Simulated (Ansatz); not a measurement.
**HfO2 with Si replacing Hf: field gradients at two levels of theory**

Cell: a supercell of HfO2 (fluorite type, Fm-3m) built from a COD entry, with the ions relaxed around the defect (PBE).

Space group Fm-3m (No. 225); a = 10.2300 Å.

| site | Wyckoff | site symmetry | x | y | z |
| --- | --- | --- | --- | --- | --- |
| Si | 4a | m-3m | 0.0000 | 0.0000 | 0.0000 |
| Hf2 | 24d | m.mm | 0.2500 | 0.2500 | 0.0000 |
| Hf8 | 4b | m-3m | 0.5000 | 0.5000 | 0.5000 |
| O9 | 32f | .3m | 0.1200 | 0.1200 | 0.1200 |
| O12 | 32f | .3m | 0.6262 | 0.3738 | 0.3738 |

One atom of each set is listed; the run and its k-mesh use a cell of 24 atoms with edges of 7.23, 7.23, 7.23 Å.

First run. The numbers come from a DFT calculation in Ansatz (PBE, plane waves and PAW, scalar-relativistic, 420 eV cutoff, Γ-centred 3×3×3 k-points, Fermi–Dirac smearing 0.01 eV).

```json
{"site": "Si", "V_zz (10²¹ V/m²)": "0.00", "η": "–"}
{"site": "Hf2", "V_zz (10²¹ V/m²)": "4.35", "η": "0.69"}
{"site": "O9", "V_zz (10²¹ V/m²)": "4.39", "η": "0.00"}
{"site": "O12", "V_zz (10²¹ V/m²)": "1.26", "η": "0.00"}
```

Second run. The same atoms and settings, except that the functional is r2SCAN and the cutoff is 500 eV.

Problem. What does the second run give?

Solution. 

| site | V_zz | η | change of V_zz |
| --- | --- | --- | --- |
| Si | 0.00 | – | 0.00 |
| Hf2 | 4.33 | 0.57 | -0.02 |
| O9 | 4.54 | 0.00 | +0.15 |
| O12 | 1.26 | 0.00 | 0.00 |

The largest change of V_zz is on O9, from 4.39 to 4.54. The whole tensor moves most on Hf2, by 0.28 along its most changed direction. In per cent, |V_zz| changes by 0 on Hf, 0 to +3 on O (all sites that start above 0.5). Other sites without a gradient aren't listed.

The defect repeats with the cell of 24 atoms, so it feels its images: sites between two images don't show the values beside a lone defect, and zeros or small values of η there can come from the images' arrangement. The relaxation keeps the site symmetry m-3m of the start, so the impurity can't leave its site; a start off the site could end lower. This high-symmetry form of HfO2 is unstable when cold, to shifts of the oxygen columns, towards the tetragonal form. The symmetry of the cell holds that distortion back, wholly or in part, and it would change the field gradients, the more the larger the distortion. Without spin–orbit coupling the gradients at and beside Hf can be off by some per cent, at some sites by more.
For the first run: The cell keeps the host's lattice, where the PBE pressure is -9 GPa.
For the second run: The cell keeps the host's lattice, where the r2SCAN pressure is -15 GPa.
